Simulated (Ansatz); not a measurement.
All numbers below come from DFT PBE, scalar-relativistic, plane waves, PAW in Ansatz 0.2.0. Cutoff 420 eV, Γ-centred 14×14×8 mesh (3-atom cell), Gaussian smearing of 0.10 eV, no spin polarisation.

Formation energies are uncorrected and count from the elements' standard states at the same level.

Q: Suggest a trial structure for a tetragonal metal that holds Ta and 2 more elements, with a formation energy near −0.18 eV/atom and about 23 Å³ per atom, in a cell of 3 atoms. Its symmetry should be P4/mmm (No. 123).

A: TaTeP, space group P4/mmm (No. 123). Ta is surrounded by 4 P at 2.46 Å and 2 Te at 2.83 Å; Te has 2 Ta at 2.83 Å; P is surrounded by 4 Ta at 2.46 Å.

```yaml
crystal:
  lattice:
    - [3.48261, 0.00000, 0.00000]
    - [0.00000, 3.48261, 0.00000]
    - [0.00000, 0.00000, 5.66646]
  atoms:
    - { symbol: Ta, position: [0.50000, 0.50000, 0.50000] }
    - { symbol: Te, position: [0.50000, 0.50000, 0.00000] }
    - { symbol: P, position: [0.00000, 0.00000, 0.50000] }
```

| Item | Value |
| --- | --- |
| Volume per atom | 22.91 Å³ |
| Density | 8.20 g/cm³ |
| Energy over the elements | −0.18 eV/atom |
| Gap on the 14×14×8 mesh of the 3-atom cell | 0 eV (a metal) |

The cell was found from a structure generator's guess, not taken from experiment. Other answers may fit too; this one was computed.

Spin–orbit coupling, which can matter for Ta and Te, is left out. The reference forms of P and Te are held partly by dispersion forces, which this level lacks. Symmetry constrained the relaxation, so the result can be a saddle point.
